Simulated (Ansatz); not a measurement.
In HfC (rock salt type) the Hf atom of the primitive cell, with all its periodic images, is moved by 0.02 Å along x.

```yaml
crystal:
  lattice:
    - [0.00000, 2.32500, 2.32500]
    - [2.32500, 0.00000, 2.32500]
    - [2.32500, 2.32500, 0.00000]
  atoms:
    - { symbol: Hf, position: [0.99570, 0.00430, 0.00430] }
    - { symbol: C, position: [0.50000, 0.50000, 0.50000] }
```
Lattice in Å, positions in fractions of it.

Method: PBE, plane waves, all-electron PAW datasets generated for the crystal, point nucleus in Ansatz 0.2.0 development build.

Cutoff 440 eV; k-mesh 8×8×8 Γ-centred; Fermi–Dirac smearing of 0.1 eV; no spin polarisation; no spin–orbit coupling.

**Question.** What force results, and what does it mean for the zone-centre vibration?

**Answer.** The force on it along the displacement is -0.1620 eV/Å, a force constant of 8.10 eV/Å². With the reduced mass of 11.25 u the zone-centre optical mode lies at 442 cm⁻¹ (13.26 THz) in this finite-step estimate.

```csv
atom,Fx (eV/Å),Fy (eV/Å),Fz (eV/Å)
Hf1,-0.1620,0.0000,0.0000
C2,0.1620,0.0000,0.0000
```

The k-mesh is modest, so these values aren't fully converged in k.
